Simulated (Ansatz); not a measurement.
An Ansatz run on a free-standing Janus 2H monolayer of SnOS left the output below. The starting cell comes from a relaxation with r2SCAN.

Starting structure:
```
CELL_PARAMETERS angstrom
3.32716 0.00000 0.00000
-1.66358 2.88140 0.00000
0.00000 0.00000 29.50657
ATOMIC_POSITIONS crystal
Sn 0.33333 0.66667 0.31171
O 0.66667 0.33333 0.34867
S 0.66667 0.33333 0.25467
```
The sheet repeats along a and b alone.

What the program printed (shortened):
```
Crystal: 3 atoms, lattice volume = 282.876 Å³
Basis set: ecut = 420 eV, 5619 PW (Γ)
Bands: 17, of which v1, the nominal top of the filled ones, is band 13 counted from 1 (12 counted from 0)
Symmetry: 6 space group operations
Space group: P3m1 (ITA 156)
k-points: 7 of 36 (time reversal used)
preconditioner: auto → none  [insulator: Δε(μ)=0.094 eV  σ=0.020 eV  ℏωp=11.3 eV]
Exchange kernel: α = 0.2500, screened, ω = 0.2079 Å⁻¹, Wigner–Seitz truncation, v(0) = 1045.3820 eV·Å³, q-mesh 6×6×1
relax step 1: F+E_penalty+E_count = -7496.68051936 eV  max|allowed force component| = 3.592e-1 eV/Å  Δτ_max = 0.0000 Å  P = -0.706 N/m  Ω = 282.876 Å³
relax step 2: F+E_penalty+E_count = -7496.67557384 eV  max|allowed force component| = 4.989e-1 eV/Å  Δτ_max = 0.0405 Å  P = -0.324 N/m  Ω = 283.400 Å³  (rejected)
relax step 3: F+E_penalty+E_count = -7496.68651957 eV  max|allowed force component| = 1.379e-2 eV/Å  Δτ_max = 0.0156 Å  P = -0.143 N/m  Ω = 281.662 Å³
relax step 4: F+E_penalty+E_count = -7496.68671517 eV  max|allowed force component| = 4.728e-3 eV/Å  Δτ_max = 0.0004 Å  P = -0.006 N/m  Ω = 281.248 Å³
relax step 5: F+E_penalty+E_count = -7496.68613538 eV  max|allowed force component| = 4.757e-3 eV/Å  Δτ_max = 0.0000 Å  P = -0.013 N/m  Ω = 281.248 Å³  (SCF on a basis re-selected at this cell)
Free energy (F): -7496.686135 eV
Internal energy: -7496.686086 eV  (E = F + TS)
E sigma→0 (E₀):  -7496.686111 eV
Entropy (-TS):   -0.000049 eV (-0.016 meV/atom)
Fermi energy:    -6.453023 eV
--- Forces (eV/Å), atoms counted from 1 ---
  atom   1  Sn      0.00000      0.00000      0.00476
  atom   2  O       0.00000      0.00000    -0.00187
  atom   3  S       0.00000      0.00000    -0.00289
--- 2D stress c σ (N/m, compression-positive) ---
       -0.013369       0.000000       0.000000
        0.000000      -0.013369       0.000000
        0.000000       0.000000       0.000000
  P = ½ c Tr σ = -0.0134 N/m
--- Relaxed structure (4 steps of the walk, 3 accepted, 1 SCFs on fresh bases) ---
  F+E_penalty+E_count = -7496.68613538 eV   max|allowed force component| = 4.757e-3 eV/Å
  cell:  # Å, volume = 281.2480 Å³
    - [3.317570, 0.000000, 0.000000]
    - [-1.658785, 2.873100, 0.000000]
    - [0.000000, 0.000000, 29.506567]
  atoms:
    - { symbol: Sn, position: [0.333333, 0.666667, 0.311562] }
    - { symbol: O, position: [0.666667, 0.333333, 0.348279] }
    - { symbol: S, position: [0.666667, 0.333333, 0.255210] }
```

Q: What input produced it? Give the YAML.

A:
```yaml
crystal:
  # lattice and atoms as above
  periodic: [true, true, false]
kpoints:
  mp_grid: { grid: [6, 6, 1] }
hamiltonian:
  xc: hse06
scf:
  occupations: { method: fermi_dirac, width: 0.02 }
relax:
  f_tol: 0.005
  cell: {}
```
A stress in N/m and a mesh with one point along c mark a sheet. The relax steps with a changing cell volume need the relax block with cell. The lines shown narrow the functional down without fixing it; this is the one that was run. Keys that aren't typed take their defaults; thresholds and the kind of smearing can't be read off these lines.

Command: `ansatz run input.yaml --threads 4 --pin off --max-ram 5529MiB --backend cpu --events-out ev --progress --plain --runs-dir out`. Wall time 7 min on 4 threads of Arm Neoverse N1, with other jobs on the host; peak host memory 3.4 GiB.

The structure was generated, not taken from experiment, and needn't be the ground state; spin polarisation is off.
